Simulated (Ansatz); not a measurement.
## YIr2: reading a single point

```
CELL_PARAMETERS angstrom
0.00000 3.73252 3.73252
3.73252 0.00000 3.73252
3.73252 3.73252 0.00000
ATOMIC_POSITIONS crystal
Y 0.00000 0.00000 0.00000
Y 0.25000 0.25000 0.25000
Ir 0.62500 0.62500 0.62500
Ir 0.12500 0.62500 0.62500
Ir 0.62500 0.62500 0.12500
Ir 0.62500 0.12500 0.62500
```

The numbers come from plane-wave PAW DFT (Ansatz): r2SCAN, no spin polarisation, 500 eV, 8×8×8 Γ-centred k points, fermi-dirac occupations (width 0.1 eV). Nothing was relaxed.

Which element gives electrons and which takes them?

Bader charges in e: Y +1.72, Ir -0.86. In the mean Y gives up most and Ir takes most.

Is the cell too large or too small?

The pressure is 6.8 GPa (compression positive), so with the atoms held at these fractions the cell would first expand.

What happens at the Fermi level?

It is a metal, with about 3.4 states/eV a cell as the mean within 0.25 eV of the Fermi level, mostly Ir d (72 %) and Y d (20 %).

What do density and ELF say about some of the short contacts?

Ir–Ir at 2.64 Å: least valence density 0.50 e/Å³ and ELF 0.36 there. Y–Ir at 3.09 Å: least valence density 0.19 e/Å³ and ELF 0.13 there. Y–Y at 3.23 Å: least valence density 0.08 e/Å³ and ELF 0.03 there. Both are smooth PAW fields, read partly inside the augmentation spheres.

Origin: a database entry at a rescaled volume.
